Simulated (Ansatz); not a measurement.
Input:

TiB:
```
TiB
1.0
    6.10466     0.00000     0.00000
    0.00000     3.04695     0.00000
    0.00000     0.00000     4.55533
Ti B
4 4
Cartesian
  4.13624   0.76174   1.72000
  1.96842   2.28521   2.83533
  5.02075   2.28521   3.99767
  1.08391   0.76174   0.55767
  3.23621   0.76174   4.10126
  2.86845   2.28521   0.45408
  5.92078   2.28521   1.82359
  0.18388   0.76174   2.73174
```

This is the r²SCAN-relaxed structure. x, y and z are the axes in which the lattice vectors are written.

All from plane-wave PAW r²SCAN (Ansatz code), unless another level is named. Give the bulk modulus (Birch–Murnaghan fit).

214 GPa.

Next, the elastic constants (relaxed ions, GPa)?

C11 = 439, C22 = 545, C33 = 437, C12 = 87.8, C13 = 112, C23 = 59.4, C44 = 207, C55 = 189, C66 = 233.

Space group Pnma. The workflow started from a Materials Project entry (that database holds measured and hypothetical structures alike); the Crystallography Open Database files this formula in space group No. 62, but the cells were not matched. Whether it is the stable phase at ambient conditions was not checked. Symmetry was held in the r²SCAN relaxation; whether a distortion lowers the energy is not shown. The run is not spin-polarised. As this level gives no gap, shear constants depend on the k-mesh and smearing (Fermi–Dirac, 0.1 eV here).

Potentials: the later of the program's two PAW sets.
